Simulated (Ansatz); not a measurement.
## Sb: frozen-core PAW against all-electron methods

```
CELL_PARAMETERS angstrom
2.19278 1.26600 3.81743
-2.19278 1.26600 3.81743
0.00000 -2.53200 3.81743
ATOMIC_POSITIONS crystal
Sb 0.23364 0.23364 0.23364
Sb 0.76636 0.76636 0.76636
```

Atoms are numbered in the order listed.

The conventional cell has a = 4.386 Å, b = 4.386 Å, c = 11.452 Å, α = 90.00°, β = 90.00°, γ = 120.00°. Around Sb (atom 1) lie 3 Sb at 2.96 Å.

The structure is an experimental refinement, used without relaxation. The listed cell was then made from it by scaling, straining or moving an atom.

Spin–orbit coupling is left out, though it moves levels of the heavy atoms by tenths of an eV or more.

All numbers are computed: DFT, PBEsol, PAW with Ansatz's default frozen-core files, scalar-relativistic (Ansatz 0.2.0); DFT, PBEsol, all-electron PAW with datasets made for the crystal, scalar-relativistic (Ansatz 0.2.0); DFT, PBEsol, all-electron LAPW, scalar-relativistic (Ansatz 0.2.0).

For PAW: a Γ-centred 9×9×9 k mesh, Fermi–Dirac smearing of 0.05 eV, cutoff 420 eV, no spin polarisation; the PAW files were made with PBE, and the program remakes their frozen cores for this functional. The crystal-made all-electron datasets (AE datasets) take a cutoff of 140 eV at this cell. LAPW targets a basis error of 0.5 meV/atom. The Ansatz runs share mesh, smearing and spin set-up. Plane-wave (PAW) pressures include the program's estimate of the Pulay term.

Stress and pressure are positive in compression.

The change that made this cell: volume scaled by 1.06.

```json
{"quantity": "pressure (GPa)", "PAW": "-2.64", "AE datasets": "-2.63", "LAPW": "-2.63"}
{"quantity": "stress xx (GPa)", "PAW": "-2.67", "AE datasets": "-2.66", "LAPW": "-2.66"}
{"quantity": "stress zz (GPa)", "PAW": "-2.56", "AE datasets": "-2.56", "LAPW": "-2.55"}
{"quantity": "force on Sb1, z (eV/Å)", "PAW": "-0.134", "AE datasets": "-0.134", "LAPW": "-0.134"}
```

PAW's pressure differs from the LAPW value by about 0.01 GPa or less.
